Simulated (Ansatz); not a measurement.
An Ansatz input:

```yaml
crystal:
  lattice:
    - [4.0648832948, 0.0, 0.0]
    - [-2.0324416474, 3.5202921967, 0.0]
    - [0.0, 0.0, 13.2351181909]
  atoms:
    - { symbol: Ba, position: [1.0, 1.0, 0.0] }
    - { symbol: Ba, position: [1.0, 0.0, 0.5] }
    - { symbol: Ba, position: [0.3333333333, 0.6666666667, 0.25] }
    - { symbol: Ba, position: [0.6666666667, 0.3333333333, 0.75] }
hamiltonian:
  xc: lda
  pseudopotentials:
    kind: paw
    azcp:
      Ba: "pseudopotentials/Ba.paw.azcp"
basis:
  ecutwfc: 420
  fft_grid_basis: typed
kpoints:
  mp_grid: { grid: [10, 10, 3], shift: [0, 0, 0] }
magnetization:
  spin_polarized: false
scf:
  occupations: { method: fermi_dirac, width: 0.1 }
  lower_state_search: "off"
output:
  stress: true
```

and its output:

```
Warning: the record states the generating functional pbe (its physics header spells it `PBE`), which answers neither for hamiltonian.xc's functional nor for the lda family's — results may be inconsistent (PPs are generated against a specific XC)
Engine: ansatz 0.2.0, aarch64-unknown-linux-gnu
Pseudopotentials: kind: paw
Pseudopotential: Ba, paw, valence charge 10, recommended cutoff 420 eV (normal) 
Functional definition: SPW92
  exchange = slater_x
  correlation = pw_c
Crystal: 4 atoms, lattice volume = 189.389 Å³
Basis set: ecut = 420 eV, 3681 PW (Γ)
Bands: 24, of which v1, the nominal top of the filled ones, is band 20 counted from 1 (19 counted from 0)
Symmetry: 24 space group operations
Space group: P63/mmc (ITA 194), of the structure as read, at distance tolerance 5.7e-5 Å
k-points: 28 of 300
Non-local potential: Ba, projectors of the file, l = 0: 3, l = 1: 2, l = 2: 2, l = 3: 2
PAW form: soft (Blöchl's): semilocal exchange-correlation on the pseudo side does not see the compensation charge
PAW frozen core: Ba, regenerated for the run's functional, and the local potential with it (the file was generated under x = pbe(κ = 0.804, μ = 0.2195149727645171), c = pbe(β = 0.06672455060314922))
PAW one-centre angular grid: Ba, 194 points (default); XC on 64 Gauss nodes
Initial density: superposition of atomic densities (neutral atoms: chi_scale 0, normalization atom), corrected by the library's trained network
Initial wavefunctions: pseudopotential atomic-orbital guess
Functional: x = slater, c = lda
SCF iter   1: F=—  HF=-23118.283433 eV  |F-HF|=—  |Δ(HF+E_count)|=         —  Δρ=3.32e-3  dr2=1.07e-2  ethr=1.77e-3  ⟨swp⟩=8.5  Hψ=7606  notcnv=0
automatic band count: the SCF goes on with 28 bands, as 24 were too few: the levels above may hold too much charge
SCF iter   2: F=—  HF=-23118.280535 eV  |F-HF|=—  |Δ(HF+E_count)|=   2.90e-3  Δρ=1.83e-3  dr2=3.63e-3  ethr=2.68e-5  ⟨swp⟩=2.1  Hψ=1442  notcnv=0
SCF iter   3: F=—  HF=-23118.280073 eV  |F-HF|=—  |Δ(HF+E_count)|=   4.61e-4  Δρ=2.91e-4  dr2=1.76e-4  ethr=9.07e-6  ⟨swp⟩=1.4  Hψ=978  notcnv=0
SCF iter   4: F=—  HF=-23118.280067 eV  |F-HF|=—  |Δ(HF+E_count)|=   6.22e-6  Δρ=6.50e-5  dr2=1.08e-5  ethr=4.39e-7  ⟨swp⟩=1.7  Hψ=916  notcnv=0
SCF iter   5: F=—  HF=-23118.280101 eV  |F-HF|=—  |Δ(HF+E_count)|=   3.41e-5  Δρ=1.17e-5  dr2=2.65e-7  ethr=2.70e-8  ⟨swp⟩=2.6  Hψ=1389  notcnv=0
SCF iter   6: F=-23118.280101 eV  HF=-23118.280101 eV  |F-HF|=4.29e-9  |Δ(HF+E_count)|=   2.76e-9  Δρ=2.35e-6  dr2=1.17e-8  ethr=2.50e-10  ⟨swp⟩=4.6  Hψ=2752  notcnv=0
SCF 1 converged in 6 iterations: F = -23118.280101 eV  dr2 = 1.17e-8
SCF converged after 6 iterations
Free energy (F): -23118.280101 eV
Harris-Foulkes:  -23118.280101 eV  (|F-HF|=4.29e-9)
Internal energy: -23118.073196 eV  (E = F + TS)
E sigma→0 (E₀):  -23118.176649 eV
Entropy (-TS):   -0.206905 eV (-51.726 meV/atom)
Fermi energy:    8.041175 eV
--- Per-component energies (eV) ---
  E_band       = -236.730084
  E_kinetic    = 675.547610
  E_local      = -1223.781407  (includes V_loc(G=0)·N_el)
  E_nonlocal   = 242.888875
  E_hartree    = 382.399722
  E_xc         = -665.418831
  E_vxc        = -540.947767  (∫ρ·V_xc dr)
  E_paw        = -20231.619829  (= ΣΔE_a)
  E_vpaw       = -155.234253  (= ΣTr[D̂ρ^β])
  E_aug_tail   = -0.000009  (compensation charges beyond the density's cutoff)
  E_ewald      = -2299.219390
  E_core_change = 1.130062  (= ΣΔE_core)
  E_smearing   = -0.206905  (= −TS)
  E_closure    = 0.000000  (closes the sum)
  Σ components = -23118.280101   (vs F -23118.280101, Δ=0.00e0)
--- Stress (GPa, compression-positive) ---
        1.307172       0.000000       0.000000
        0.000000       1.307172       0.000000
        0.000000       0.000000       1.288770
  P = ⅓ Tr σ = 1.3010 GPa (13.010 kbar)
```
